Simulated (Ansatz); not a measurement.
**TeAs$_{2}$: a faulty run and its cure**

The input below was meant for crystalline TeAs$_{2}$, with PBE, plane waves and PAW in Ansatz.

```yaml
crystal:
  lattice:
    - [-3.556454, 3.556454, 2.940516]
    - [3.556454, -3.556454, 2.940516]
    - [3.556454, 3.556454, -2.940516]
  atoms:
    - { symbol: Te, position: [0.75, 0.25, 0.5] }
    - { symbol: Te, position: [0.0, 0.0, 0.0] }
    - { symbol: As, position: [0.375, 0.625, 0.25] }
    - { symbol: As, position: [0.375, 0.125, 0.75] }
    - { symbol: As, position: [0.375, 0.625, 0.75] }
    - { symbol: As, position: [0.875, 0.625, 0.25] }
basis:
  ecutwfc: 420
kpoints:
  mp_grid: { grid: [8, 8, 8] }
hamiltonian:
  xc: hse
scf:
  occupations: { method: gaussian, width: 0.1 }
output:
  forces: true
  stress: true
  eigenvalues: true
```

Command:

```bash
ansatz run input.yaml --threads 1 --pin off --max-ram 2560MiB --backend cpu --events-out ev --progress --plain --runs-dir out
```

The program printed:

```text
Error: YAML parse error: error: line 18 column 7: hamiltonian.xc: unknown variant `hse`, expected one of `lda`, `lda-pw`, `pw92`, `pbe`, `pbesol`, `rpbe`, `revpbe`, `blyp`, `pbe0`, `revpbe0`, `b3lyp`, `b3lyp5`, `hse06`, `wpbeh`, `hiss`, `lc_wpbe`, `cam_b3lyp`, `hf`, `r2scan`, `r2scanh`, `r2scan0`, `r2scan50`
  --> <input>:18:7
   |
16 |   mp_grid: { grid: [8, 8, 8] }
17 | hamiltonian:
18 |   xc: hse
   |       ^ hamiltonian.xc: unknown variant `hse`, expected one of `lda`, `lda-pw`, `pw92`, `pbe`, `pbesol`, `rpbe`, `revpbe`, `blyp`, `pbe0`, `revpbe0`, `b3lyp`, `b3lyp5`, `hse06`, `wpbeh`, `hiss`, `lc_wpbe`, `cam_b3lyp`, `hf`, `r2scan`, `r2scanh`, `r2scan0`, `r2scan50`
19 | scf:
20 |   occupations: { method: gaussian, width: 0.1 }
   |
```

Problem. Which fault does the input hold?
A. A Hubbard U on a species that isn't in the cell
B. A functional's name that the program doesn't know
C. A relaxation cut at too few steps
D. No empty bands beside a smearing
E. An unconverged density accepted at the iteration limit

Solution. B. The name isn't in the program's list. The cure is a listed name.

Mended input, as a difference:

```diff
 hamiltonian:
-  xc: hse
+  xc: pbe
```

The mended run converges, with a pressure of -0.69 GPa, no gap.

The mended run took 54 s on 1 thread of Intel(R) Xeon(R) Processor @ 2.70GHz, with other jobs on the host, peak memory 0.63 GiB.